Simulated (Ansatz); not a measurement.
Given:

SiMo:
```xyz
2
Lattice="3.0198 0.0000 0.0000 0.0000 3.0198 0.0000 0.0000 0.0000 3.0198" Properties=species:S:1:pos:R:3 pbc="T T T"
Mo     0.0000     0.0000     0.0000
Si     1.5099     1.5099     1.5099
```

This is the PBEsol-relaxed structure.

### Question
All from PBEsol (plane waves, PAW; program Ansatz), unless another level is named. Give the highest zone-centre frequency.

### Answer
289 cm⁻¹.

### Question
Predict the Young's modulus.

### Answer
175 GPa.

Space group Pm-3m (CsCl type). The cell is a constructed one: a structure type filled with these elements; neither database checked (COD, Materials Project) lists it. Its standing as an ambient phase is unchecked. Symmetry was held in the PBEsol relaxation; its stability against distortions is not shown here. No spin polarisation was allowed. As this level gives no gap, phonon frequencies hold no LO–TO term and depend on the k-mesh and smearing (Fermi–Dirac, 0.1 eV here).

Potentials: the earlier of the program's two PAW sets. The files were generated under PBE; for other functionals the program regenerates the frozen cores, and for LDA and PBEsol the local potential too.
